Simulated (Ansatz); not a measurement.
Values for one crystal, relaxed and computed with plane-wave PAW PBEsol (Ansatz code); other levels are named.

* **Volume per atom**: 11.01 Å³
* **Electronic character**: metallic (no gap)
* **Bulk modulus (Birch–Murnaghan fit)**: 264 GPa
* **Highest zone-centre frequency**: 736 cm^-1
* **Formation energy from the elements (no fitted shifts)**: -0.32 eV/atom
* **Density of states at the Fermi level**: 0.34 states/eV per atom (mean over ±0.08 eV)
* **Zone-centre stability**: no imaginary mode at Γ

Which of these materials gives this?
A) Be2B, fluorite or antifluorite type
B) AlB2W2, Cmmm (Al on 2a, W on 4j, B on 4i)
C) MgB2, MoSi2 or CaC2 type
D) BAs, rock salt

B, AlB2W2, Cmmm (Al on 2a, W on 4j, B on 4i)

The start of the workflow was typed in or built on a structure type; neither database checked (COD, Materials Project) lists it. Its standing as an ambient phase is unchecked. Symmetry was held in the PBEsol relaxation. The run is not spin-polarised. As this level gives no gap, phonon frequencies hold no LO–TO term and depend on the k-mesh and smearing (Fermi–Dirac, 0.1 eV here). The references are the lowest solids computed at this level, not always the standard phases. Scalar-relativistic: spin–orbit coupling is off unless named, which matters more the heavier the elements.

Potentials: the later of the program's two PAW sets.
